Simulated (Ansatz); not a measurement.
AlInN2:
```
AlInN2
1.0
   -2.34917     2.34917     4.60295
    2.34917    -2.34917     4.60295
    2.34917     2.34917    -4.60295
Al In N
2 2 4
Cartesian
  0.00000   2.34917   2.30148
  0.00000   0.00000   0.00000
  2.34917   0.00000   2.30148
  0.00000   0.00000   4.60295
 -1.17459   1.39645   3.45221
  1.39645   1.17459   5.75369
  3.52376   0.95272  -1.15074
  0.95272   1.17459   1.15074
```

Cartesian axes are those of the cell as given.

### Question
Give the high-frequency dielectric tensor and the Born effective charge tensors of the independent atoms from DFPT, DFT-PBEsol in the program Ansatz with PAW potentials.

### Answer

ε∞:
```
6.25  0.00  0.00
0.00  6.25  0.00
0.00  0.00  6.11
```
Z* of atom 1 (Al), rows: field, columns: displacement, in e:
```
 2.56  -0.40   0.00
 0.40   2.56   0.00
 0.00   0.00   2.47
```
Z* of atom 3 (In), rows: field, columns: displacement, in e:
```
 2.80   0.26   0.00
-0.26   2.80   0.00
 0.00   0.00   2.85
```
Z* of atom 5 (N), rows: field, columns: displacement, in e:
```
-2.67   0.00   0.20
 0.00  -2.70   0.00
 0.15   0.00  -2.66
```

Space group I-42d (chalcopyrite). The workflow started from a Materials Project entry (that database holds measured and hypothetical structures alike); the Crystallography Open Database copy checked does not list it. Its standing as an ambient phase is unchecked. The cell was relaxed with PBEsol under the symmetry of its start; whether a distortion lowers the energy is not shown. Spin–orbit coupling is left out wherever it is not named.

Potentials: the later of the program's two PAW sets.
